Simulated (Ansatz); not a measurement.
Relaxed-ion elastic tensor of PbS (zinc blende, space group No. 216) in GPa (Voigt order), DFT-PBEsol in the program Ansatz with PAW potentials; density 5.67 g/cm³, 35.02 Å³ per atom.

```
40.5  38.1  38.1   0.0   0.0   0.0
38.1  40.5  38.1   0.0   0.0   0.0
38.1  38.1  40.5   0.0   0.0   0.0
 0.0   0.0   0.0  -7.7   0.0   0.0
 0.0   0.0   0.0   0.0  -7.7   0.0
 0.0   0.0   0.0   0.0   0.0  -7.7
```

### Question
Is the crystal mechanically stable?

### Answer
No: the smallest eigenvalue of C is -7.7 GPa.

Space group F-43m (zinc blende). The start of the workflow was typed in or built on a structure type; neither database checked (COD, Materials Project) lists it. It is not the phase usual at ambient conditions (space group No. 225). The cell was relaxed with PBEsol under the symmetry of its start. At this level the phase is mechanically unstable. Spin–orbit coupling is left out wherever it is not named.

Potentials: the later of the program's two PAW sets.
